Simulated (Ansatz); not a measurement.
Relaxed-ion elastic tensor of HfN (rock salt, Fm-3m) in GPa (Voigt order), LDA (plane waves, PAW; program Ansatz); density 14.34 g/cm³, 11.15 Å³ per atom.

```
     1    2    3    4    5    6
-  ---  ---  ---  ---  ---  ---
1  674  116  116  0.0  0.0  0.0
2  116  674  116  0.0  0.0  0.0
3  116  116  674  0.0  0.0  0.0
4  0.0  0.0  0.0  128  0.0  0.0
5  0.0  0.0  0.0  0.0  128  0.0
6  0.0  0.0  0.0  0.0  0.0  128
```

Is the crystal mechanically stable?

Yes: the smallest eigenvalue of C is 128 GPa.

Work out the Voigt, Reuss and Hill averages.

K_V = 302, K_R = 302, K_H = 302; G_V = 189, G_R = 164, G_H = 176 GPa.

Give Young's modulus, Poisson's ratio, Pugh's ratio and the universal anisotropy index.

E = 9KG/(3K + G) = 442 GPa; ν = 0.26; K/G = 1.71 (near the Pugh limit of 1.75, no verdict); A_U = 5G_V/G_R + K_V/K_R − 6 = 0.76.

Estimate the sound speeds and the Debye temperature.

v_l = √((K + 4G/3)/ρ) = 6120 m/s, v_t = √(G/ρ) = 3510 m/s, mean 3890 m/s; Θ = (h/k)(3n/4πV)^(1/3) v_m = 519 K.

Give the Zener ratio and Young's modulus along [100], [110] and [111].

A = 2C44/(C11 − C12) = 0.46; 1/E = S11 − 2(S11 − S12 − S44/2)Γ with Γ = 0, 1/4, 1/3 gives 640, 382, 337 GPa.

Solve the Christoffel equation for the three sound speeds along [100], [110], [111].

Eigenvalues of C_ijkl n_j n_l equal ρv². In km/s, slowest first: [100] 2.99, 2.99, 6.86; [110] 2.99, 4.41, 6.04; [111] 4.00, 4.00, 5.74.

Symmetry was held in the LDA relaxation; of distortions, only those at the zone centre were tested. The run is not spin-polarised. With an odd number of electrons in the cell and no spin polarisation, the count alone makes it a metal. As this level gives no gap, shear constants depend on the k-mesh and smearing (Fermi–Dirac, 0.1 eV here). Spin–orbit coupling is left out wherever it is not named.

Potentials: the later of the program's two PAW sets.
